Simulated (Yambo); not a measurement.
AlP (wurtzite, space group P6_3mc, No. 186), G0W0@PBEsol in Yambo with this input:

```
rim_cut
gw0
dyson
el_el_corr
HF_and_locXC
ppa
em1d
RandQpts= 1000000
RandGvec= 1 Ry
EXXRLvcs= 44 Ry
VXCRLvcs= 176 Ry
Chimod= "HARTREE"
% BndsRnXp
 1 | 179 |
%
NGsBlkXp= 10 Ry
% LongDrXp
 1.0 | 1.0 | 1.0 |
%
PPAPntXp= 27.2114 eV
% GbndRnge
 1 | 179 |
%
GTermKind= "BG"
DysSolver= "n"
ExtendOut
```

On a 6×6×2 mesh, with wavefunctions cut at 44 Ry, the gap (Γ → M) is 2.811 eV and the valence edge shifts by -0.843 eV.

What happens with this change: pole fitted at 10 eV?

The gap falls by 0.039 eV, to 2.772 eV; the shift of the valence edge becomes -0.686 eV. Neither run is shown to be the converged limit.

Geometry relaxed with PBEsol; primitive cell a = b = 3.861 Å, c = 6.335 Å, α = β = 90.00°, γ = 120.00°.

This is not the ordinary phase of the substance; no match was found in the copy of COD used, and its stability was not checked.

A shift is the quasiparticle energy of the state minus its PBEsol energy.
